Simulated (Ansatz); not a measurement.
LaNbN$_{3}$:
```yaml
crystal:
  lattice:
    - [4.06296, 0.00000, 0.00000]
    - [0.00000, 4.06296, 0.00000]
    - [0.00000, 0.00000, 4.06296]
  atoms:
    - { symbol: La, position: [0.00000, 0.00000, 0.00000] }
    - { symbol: Nb, position: [0.50000, 0.50000, 0.50000] }
    - { symbol: N, position: [0.50000, 0.50000, 0.00000] }
    - { symbol: N, position: [0.50000, 0.00000, 0.50000] }
    - { symbol: N, position: [0.00000, 0.50000, 0.50000] }
```

Relaxed with PBEsol. Special points in fractions of this cell's reciprocal vectors: Γ (0.000, 0.000, 0.000); X (0.000, 0.500, 0.000); M (0.500, 0.500, 0.000); R (0.500, 0.500, 0.500).

Problem. List the band energies nearest the Fermi level at these points for PBEsol in the plane-wave PAW code Ansatz.

Solution. In eV from the Fermi level; about four levels below and three above (degenerate sets whole), none deeper than 8.9 eV; points with the same levels are listed once.

| k | below | above |
|---|---|---|
| Γ | -2.02 -2.02 -2.02 -1.05 -1.05 -1.05 | 0.61 0.61 0.61 |
| X | -2.64 -2.64 -2.45 -2.11 | 0.22 0.22 0.91 |
| M | -3.54 -3.54 -1.11 -1.11 -0.55 | 0.53 3.14 3.14 |
| R | -4.35 -3.89 -3.89 -3.89 | 0.57 0.57 0.57 |

Space group Pm-3m (cubic perovskite). The start of the workflow was typed in or built on a structure type; neither database checked (COD, Materials Project) lists it. Its standing as an ambient phase is unchecked. Symmetry was held in the PBEsol relaxation. At this level the phase is dynamically unstable (imaginary phonons). The workflow began spin-polarised and lost its moments. Scalar-relativistic: spin–orbit coupling is off unless named, which matters more the heavier the elements.

Potentials: the earlier of the program's two PAW sets. The files were generated under PBE; for other functionals the program regenerates the frozen cores, and for LDA and PBEsol the local potential too.
